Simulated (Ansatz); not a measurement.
NaCl:
```
CELL_PARAMETERS angstrom
      3.36893     0.00000     0.00000
      0.00000     3.36893     0.00000
      0.00000     0.00000     3.36893
ATOMIC_POSITIONS crystal
  Na 0.00000 0.00000 0.00000
  Cl 0.50000 0.50000 0.50000
```

This is the LDA-relaxed structure.

Task: All from the program Ansatz at the LDA level (PAW), unless another level is named. Estimate the bulk modulus (Birch–Murnaghan fit).

Result: 34.9 GPa.

Task: Predict the highest zone-centre frequency (without LO–TO term).

Result: 113 cm^-1.

Space group Pm-3m (CsCl type). This is a known high-pressure phase of the composition, computed here at zero pressure and temperature. The cell was relaxed with LDA under the symmetry of its start. At this level the phase is dynamically unstable (imaginary phonons).

Potentials: the later of the program's two PAW sets.
